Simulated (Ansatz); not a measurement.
Relaxed WS₂ (2H-MoS2 type, space group P6_3/mmc):

```xyz
6
Lattice="3.1541 0.0000 0.0000 -1.5770 2.7315 0.0000 0.0000 0.0000 12.1373" Properties=species:S:1:pos:R:3 pbc="T T T"
W      0.0000     1.8210     3.0343
W      1.5770     0.9105     9.1030
S      0.0000     1.8210     7.5283
S      1.5770     0.9105     1.4596
S      1.5770     0.9105     4.6091
S      0.0000     1.8210    10.6777
```

Level of theory: PBE-D3(BJ) (plane waves to 420 eV, PAW, scalar-relativistic; Ansatz, a first-principles code). k mesh 10×10×3 (Γ-centred), Fermi-Dirac smearing 0.05 eV. Spin-orbit coupling is left out, though W is heavy. WS2 is run without spin polarisation. WS2 was relaxed with its symmetry unable to fall.

One atom of the cell was then moved (with its periodic images), all else fixed, and the forces (eV/Å) came out as:

```
atom      Fx      Fy      Fz
----  ------  ------  ------
W1    -0.013  -0.011  -0.003
W2    -2.227  -1.880  -0.894
S3    -0.039   0.053  -0.023
S4    -0.018  -0.015   0.005
S5     0.005   0.005  -0.001
S6     2.292   1.849   0.916
```

Problem. Which atom was moved, and by which vector (Å)?

Solution. S6, by (-0.18, -0.18, 0.00), 0.25 Å in all.

(A displaced cell: forces are minus the slopes of the energy, force constants its curvatures, and phonons follow from these.)
